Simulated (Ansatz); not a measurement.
The end of the path is a generated cell of AlPt: the first start was made by placing the elements on the sites of a structure type, and the end was not matched to a known phase here, so it may be hypothetical.

A geometry of AlPt away from equilibrium: step 4 of the relaxation of a generated trial cell of AlPt in the AFLOW prototype AB_oP8_57_d_d (as in TlF). The numbers are results of PBEsol (plane waves to 420 eV, PAW, scalar-relativistic; Ansatz, a first-principles code), not measurements. Γ-centred k-mesh 6×7×7 on the run's cell (coarser than for final values), Fermi–Dirac smearing 0.05 eV. The plane waves were selected for a different cell earlier on the path.

```
AlPt
1.0
    5.35928     0.00000     0.00000
    0.00000     4.87364     0.00000
    0.00000     0.00000     4.66959
Al Pt
4 4
Cartesian
  1.84669   2.73713   1.16740
  1.84669   4.57333   3.50220
  3.51258   0.30031   1.16740
  3.51258   2.13651   3.50220
  4.47537   2.72248   1.16740
  4.47537   4.58798   3.50220
  0.88391   0.28566   1.16740
  0.88391   2.15116   3.50220
```

Give the Cartesian forces on all atoms (eV/Å).


```csv
atom,Fx,Fy,Fz
Al1,-0.23,-0.07,0.00
Al2,-0.23,0.07,0.00
Al3,0.23,-0.07,0.00
Al4,0.23,0.07,0.00
Pt5,-0.54,-0.04,0.00
Pt6,-0.54,0.04,0.00
Pt7,0.54,-0.04,0.00
Pt8,0.54,0.04,0.00
```

The path ends in Pbcm (No. 57) (AFLOW prototype AB_oP8_57_d_d (as in TlF)). No spin polarisation in the result.

The run could not lose the symmetry of its start; a randomly shaken copy of 8 atoms returns to this structure.
